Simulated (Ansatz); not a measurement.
A geometry of Co away from equilibrium: step 2 of the relaxation of a relaxed Co cell, doubled along one cell vector, shaken by Gaussian noise of σ = 0.08 Å a coordinate. All values below come from PBE (plane waves to 420 eV, PAW, scalar-relativistic; Ansatz, a first-principles code). Γ-centred k-mesh 8×15×8 on the run's cell (coarser than for final values), Fermi–Dirac smearing 0.05 eV.

```
Co
1.0
    4.97192    -0.01787     0.00171
   -1.25072     2.16656    -0.00015
    0.00138     0.00052     4.03721
Co
4
Direct
  0.34964   0.34018   0.75485
  0.82627   0.29180   0.75837
  0.18303   0.67571   0.25657
  0.69796   0.65665   0.25200
```
Spin-polarised start, with parallel moments on Co.

**Question.** Predict the force on each atom, in eV/Å.

**Answer.** 
```
atom     Fx     Fy     Fz
----  -----  -----  -----
Co1   -0.46  -0.40   0.04
Co2    0.72   0.52  -0.18
Co3    0.36  -0.02  -0.05
Co4   -0.61  -0.09   0.20
```

**Question.** What is the pressure?

**Answer.** +1.2 GPa, compression positive.

Spin state reached: ferromagnetic (net 1.61 μB/atom), from parallel starting moments; other spin orders were not run from this start.
